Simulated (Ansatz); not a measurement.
Input file for Ansatz (an electronic-structure program):

Ansatz 0.2 input:
```yaml
crystal:
  lattice:
    - [4.0069970692, 0.0, 0.0]
    - [0.0, 4.0069970692, 0.0]
    - [0.0, 0.0, 4.0069970692]
  atoms:
    - { symbol: Hf, position: [0.0, 0.0, 0.0] }
    - { symbol: Pt, position: [0.5, 0.5, 0.0] }
    - { symbol: Pt, position: [0.0, 0.5, 0.5] }
    - { symbol: Pt, position: [0.5, 0.0, 0.5] }
kpoints:
  mp_grid: { grid: [10, 10, 10] }
hamiltonian:
  xc: r2scan
  pseudopotentials: { kind: paw }
scf:
  occupations: { method: fermi_dirac, width: 0.1 }
phonons:
  method: dfpt
  response_accuracy: low
  eigenvectors: true
  rigid_motions: translations
```

Output (shortened):

```
Pseudopotential: Hf, paw, valence charge 26
Pseudopotential: Pt, paw, valence charge 18
Functional definition: r2SCAN
Crystal: 4 atoms, lattice volume = 64.336 Å³
Basis set: ecut = 500 eV, 1647 PW (Γ), exchange–correlation on 150×150×150 points (125 copies of the dense FFT grid, shifted against one another)
Bands: 48, of which v1, the nominal top of the filled ones, is band 40 counted from 1 (39 counted from 0)
Symmetry: 48 space group operations
k-points: 312 of 1000 (irreducible under 2 space group operations, time reversal used)
SCF iter   1: F=—  HF=-53348.042490 eV  |F-HF|=—  |Δ(HF+E_count)|=         —  Δρ=1.87e-2  dr2=3.12e-1  dr2_τ=8.83e-2  ethr=1.77e-3  ⟨swp⟩=5.8  Hψ=49400  notcnv=0
preconditioner: auto → Resta (q_TF=auto, 2.829 Å⁻¹)
SCF iter   2: F=—  HF=-53348.005127 eV  |F-HF|=—  |Δ(HF+E_count)|=   3.74e-2  Δρ=5.24e-3  dr2=1.59e-2  dr2_τ=1.07e-2  ethr=3.90e-4  ⟨swp⟩=2.0  Hψ=27426  notcnv=0  defer=30
SCF iter   3: F=—  HF=-53348.011034 eV  |F-HF|=—  |Δ(HF+E_count)|=   5.91e-3  Δρ=2.68e-3  dr2=2.48e-3  dr2_τ=2.74e-4  ethr=1.98e-5  ⟨swp⟩=2.4  Hψ=26871  notcnv=0  defer=30
SCF iter   4: F=—  HF=-53348.012230 eV  |F-HF|=—  |Δ(HF+E_count)|=   1.20e-3  Δρ=7.19e-4  dr2=4.51e-4  dr2_τ=8.73e-5  ethr=3.10e-6  ⟨swp⟩=2.0  Hψ=21415  notcnv=0  defer=30
SCF iter   5: F=—  HF=-53348.011931 eV  |F-HF|=—  |Δ(HF+E_count)|=   2.99e-4  Δρ=3.14e-4  dr2=4.28e-5  dr2_τ=4.43e-6  ethr=5.64e-7  ⟨swp⟩=2.0  Hψ=26195  notcnv=0  defer=30
SCF iter   6: F=—  HF=-53348.011974 eV  |F-HF|=—  |Δ(HF+E_count)|=   4.34e-5  Δρ=1.44e-4  dr2=2.19e-5  dr2_τ=3.54e-6  ethr=5.35e-8  ⟨swp⟩=2.0  Hψ=26919  notcnv=0  defer=30
SCF iter   7: F=—  HF=-53348.011970 eV  |F-HF|=—  |Δ(HF+E_count)|=   4.86e-6  Δρ=2.82e-5  dr2=4.71e-7  dr2_τ=1.14e-8  ethr=2.73e-8  ⟨swp⟩=2.7  Hψ=23245  notcnv=0  defer=30
SCF iter   8: F=—  HF=-53348.011980 eV  |F-HF|=—  |Δ(HF+E_count)|=   1.05e-5  Δρ=6.07e-6  dr2=2.30e-8  dr2_τ=2.23e-9  ethr=5.88e-10  ⟨swp⟩=2.0  Hψ=22634  notcnv=0  defer=30
SCF iter  12: F=-53348.011980 eV  HF=-53348.011980 eV  |F-HF|=1.46e-11  |Δ(HF+E_count)|=  5.09e-11  Δρ=2.48e-8  dr2=3.70e-13  dr2_τ=5.57e-14  ethr=1.00e-12  ⟨swp⟩=5.0  Hψ=58411  notcnv=0
SCF 1 converged in 12 iterations: F = -53348.011980 eV  dr2 = 3.70e-13
DFPT response loops at Γ: preconditioner auto → Kerker (q_TF=auto, 2.829 Å⁻¹) (partly filled bands, converged f_vac=0.000) …
SCF converged after 12 iterations
Free energy (F): -53348.011980 eV
Harris-Foulkes:  -53348.011980 eV  (|F-HF|=1.46e-11)
Internal energy: -53348.000898 eV  (E = F + TS)
E sigma→0 (E₀):  -53348.006439 eV
Entropy (-TS):   -0.011082 eV (-2.771 meV/atom)
Fermi energy:    24.179117 eV
--- Per-component energies (eV) ---
  E_band       = -339.016490
  E_kinetic    = 2339.794800
  E_local      = -9146.388254  (includes V_loc(G=0)·N_el)
  E_nonlocal   = -645.250998
  E_hartree    = 3908.299573
  E_xc         = -1037.322633
  E_vxc        = -1312.045572  (∫ρ·V_xc dr)
  E_paw        = -35391.272636  (= ΣΔE_a)
  E_vpaw       = 528.244816  (= ΣTr[D̂ρ^β])
  E_aug_tail   = 0.000441  (compensation charges beyond the density's cutoff)
  E_vtau       = 80.029133  (kinetic-family band-sum trace: ∫τ·v_τ [+ j·A + Jᵃ·Aᵃ] dr)
  E_ewald      = -13375.488228
  E_core_change = -0.372962  (= ΣΔE_core)
  E_smearing   = -0.011082  (= −TS)
  E_closure    =  0.000000  (closes the sum)
  Σ components = -53348.011980   (vs F -53348.011980, Δ=0.00e0)
  [band-id]    e_kinetic+e_local+e_nonlocal+2·e_hartree+e_vxc+e_vpaw+e_augmentation_tail+e_vtau = -339.016489   (vs E_band -339.016490, Δ=7.77e-7)
--- Band table (eV; the first three rows and the last of 312) ---
  k-point 0: bands = ["-77.1844", "-77.1563", "-77.1563", "-40.9007", "-30.9379", "-30.9379", "-30.9379", "-30.8028", "-30.8028", "-30.8028", "-30.6407", "-30.6407", "-30.6407", "-8.8759", "-8.8759", "-8.8759", "10.6866", "10.6866", "10.6866", "10.6899", …
  k-point 1: bands = ["-77.1838", "-77.1569", "-77.1563", "-40.9007", "-30.9341", "-30.9341", "-30.9318", "-30.8038", "-30.8038", "-30.8031", "-30.6471", "-30.6434", "-30.6434", "-8.8822", "-8.8769", "-8.8769", "10.6855", "10.6863", "10.6863", "10.6886", …
  k-point 2: bands = ["-77.1820", "-77.1587", "-77.1563", "-40.9008", "-30.9235", "-30.9235", "-30.9143", "-30.8072", "-30.8072", "-30.8038", "-30.6655", "-30.6508", "-30.6508", "-8.8988", "-8.8795", "-8.8795", "10.6827", "10.6853", "10.6854", "10.6854", …
  k-point 311: bands = ["-77.1656", "-77.1656", "-77.1656", "-40.8987", "-30.9651", "-30.9466", "-30.9466", "-30.9466", "-30.7067", "-30.7067", "-30.7067", "-30.6201", "-30.6201", "-8.9036", "-8.9036", "-8.9036", "10.6863", "10.6863", "10.6863", "10.6904", …
--- Phonons (Γ-DFPT): 3 representative perturbations + reference, on 312 of 1000 k-points (Σ response iterations 18) ---
  ASR residual: 2.586e-3 → 0.000e0 eV/Å²; symmetrization residual: 7.030e-4 eV/Å²
  ASR residual per site (eV/Å²): 1.15e-3 2.59e-3 2.59e-3 2.59e-3
  Γ frequencies (cm⁻¹): 0.00 0.00 0.00 113.43 113.43 113.43 113.55 113.55 113.55 164.66 164.66 164.66
  non-analytic LO–TO correction: not included (Born effective charges unavailable; polar crystals: no LO–TO splitting at Γ)
```

Cost: very roughly 13 core-minutes on shared cores.

Space group Pm-3m (Cu3Au type). The first step of the workflow began from a Materials Project structure, measured or hypothetical; the Crystallography Open Database copy checked does not list it. COD files the formula under space group No. 194. Whether it is the stable phase at ambient conditions was not checked. The r²SCAN relaxation kept the symmetry of its start; whether a distortion lowers the energy is not shown. No spin polarisation was allowed. As this level gives no gap, phonon frequencies hold no LO–TO term and depend on the k-mesh and smearing (Fermi–Dirac, 0.1 eV here). Spin–orbit coupling is left out wherever it is not named.

Potentials: the later of the program's two PAW sets.

Ansatz is a plane-wave DFT program.
